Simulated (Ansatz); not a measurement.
Si2Mo: from a starting cell to a relaxed one

The start is a randomly generated symmetric cell of Si2Mo (space group No. 12). Cell shape, volume and atoms are optimised at zero target pressure with r2SCAN (plane waves to 500 eV, PAW, scalar-relativistic; Ansatz, an electronic-structure program). First-step values are on the input's coarse k-mesh.

Ansatz input (later rounds restart from its end on a renewed k-mesh):
Ansatz 0.2 input:
```yaml
crystal:
  lattice:
    - [2.112004, -2.1573438, 0]
    - [2.112004, 2.1573438, 0]
    - [-0.2455947, 0, 5.3321034]
  atoms:
    - { symbol: Mo, position: [0, 0, 0.5] }
    - { symbol: Si, position: [0.5, 0.5, 0.5] }
    - { symbol: Si, position: [0, 0, 0] }
basis: { ecutwfc: 500, ecutrho_ratio: 4, xc_grid: 4, fft_grid_basis: typed }
kpoints: { mp_grid: { grid: [8, 8, 5] } }
hamiltonian:
  xc: r2scan
  dispersion: none
  pseudopotentials: { azcp: { folder: ./paw }, kind: paw }
scf: { occupations: { method: fermi_dirac, width: 0.05 } }
relax: { f_tol: 0.01, max_steps: 100, cell: { stress_tol: 0.02 } }
output: { forces: true, stress: true }
```

How much energy is released per atom?

1.04 eV/atom.

How does the volume per atom move from start to end?

+13.0 %, from 16.20 to 18.31 Å³/atom.

How do the shortest distances between atoms change?

The closest pairs of elements (up to four, under 3.6 Å), start → end: Mo–Si 2.11 → 2.40 Å; Si–Si 3.02 → 2.86 Å; Mo–Mo 3.02 → 3.47 Å.

What does it relax into? Give the structure.


Space group C2/m (No. 12); a = 4.935 Å, b = 4.869 Å, c = 4.806 Å, α = 90.00°, β = 107.96°, γ = 90.00°

```json
[
 {"atom": "Mo", "site": "2c", "symmetry": "2/m", "x": "0.5000", "y": "0.5000", "z": "0.5000"},
 {"atom": "Si", "site": "2d", "symmetry": "2/m", "x": "0.0000", "y": "0.5000", "z": "0.5000"},
 {"atom": "Si", "site": "2a", "symmetry": "2/m", "x": "0.0000", "y": "0.0000", "z": "0.0000"}
]
```
(The calculation used a cell of 3 atoms; values per cell refer to that cell.)

The space group stays C2/m (No. 12) (the run could not lower it), with 3 atoms in the primitive cell. Final values are on a 14×14×10 k-mesh of the relaxed cell. No spin polarisation in the result.

The run could not lose the symmetry of its start, so the end can be a saddle point.

All atoms sit on sites fixed by symmetry, so only the cell could relax.

The relaxed structure here is a generated cell of Si2Mo: the first start was made by a random draw of sites in a space group, and the end was not matched to a known phase here, so it may be hypothetical. Known forms of Si2Mo include space group No. 139.
